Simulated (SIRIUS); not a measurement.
Consider a self-consistent single point of GePt (Pnma, 8 atoms in the cell; from Materials Project mp-542640, changed as shown).

```
CELL_PARAMETERS angstrom
      5.64089     0.00000     0.00000
      0.00000     3.65543     0.00000
      0.00000     0.00000     5.98933
ATOMIC_POSITIONS crystal
  Ge 0.81393 0.75000 0.58801
  Ge 0.18607 0.25000 0.41199
  Ge 0.68607 0.25000 0.08801
  Ge 0.31393 0.75000 0.91199
  Pt 0.00185 0.75000 0.19271
  Pt 0.99815 0.25000 0.80729
  Pt 0.49815 0.25000 0.69271
  Pt 0.50185 0.75000 0.30729
```

All values come from this method and carry its errors: PBE, GBRV PBE ultrasoft pseudopotentials (plane waves; SIRIUS 7.12.0).

SIRIUS settings:

* **parameters.ngridk**: 4 6 4
* **parameters.xc_functionals**: [XC_GGA_X_PBE, XC_GGA_C_PBE]
* **parameters.gk_cutoff**: 6.325 1/bohr
* **parameters.pw_cutoff**: 14.143 1/bohr
* **parameters.smearing**: fermi_dirac
* **parameters.smearing_width**: 0.00367493 Ha
* **potentials**: GBRV PBE ultrasoft pseudopotentials
* **parameters.electronic_structure_method**: pseudopotential
* **parameters.num_bands**: 72
* **parameters.num_mag_dims**: 0
* **parameters.num_dft_iter**: 100
* **parameters.energy_tol**: 1e-07 Ha
* **parameters.density_tol**: 1e-06
* **mixer.type**: broyden2
* **mixer.beta**: 0.5
* **mixer.use_hartree**: true

Results:

| Quantity | Value |
|---|---|
| Number of valence electrons | 120 |
| Number of bands | 72 |
| Number of k-points after the program's reduction | 36 |
| Number of plane waves (most at a k-point) | 3588 |
| Number of SCF iterations | 13 |
| FFT grid | 50 × 36 × 54 |
| Free energy E − TS | -23097.4184 eV |
| Fermi level (on the code's own zero) | 18.65 eV |
| Pressure | 16.87 GPa |
| Largest force (vector length) | 0.357 eV/Å |

Forces (eV/Å):
| atom | Fx | Fy | Fz |
|---|---|---|---|
| Ge1 | 0.241 | 0.000 | 0.071 |
| Ge2 | -0.241 | 0.000 | -0.071 |
| Ge3 | -0.241 | 0.000 | 0.071 |
| Ge4 | 0.241 | 0.000 | -0.071 |
| Pt5 | -0.301 | 0.000 | -0.193 |
| Pt6 | 0.301 | 0.000 | 0.193 |
| Pt7 | 0.301 | 0.000 | -0.193 |
| Pt8 | -0.301 | 0.000 | 0.193 |

Stress (GPa, positive for compression):
```
17.61   0.00   0.00
 0.00  15.75   0.00
 0.00   0.00  17.25
```

For comparison: a first run was changed to give this one (lattice scaled by 0.98), and from it to this one the free energy goes up by 63.8 meV/atom, the pressure goes from 4.07 to 16.87 GPa and the largest force goes from 0.105 to 0.357 eV/Å.

The structure comes from a collection of computed structures, made at another level of theory; the collection holds predicted forms beside known ones. No clean gap shows at this smearing width and mesh (spacing up to 0.29 Å⁻¹); the mesh is coarse for partly filled bands, so the values carry mesh errors.

Cost on one core: very roughly 3 core-minutes.
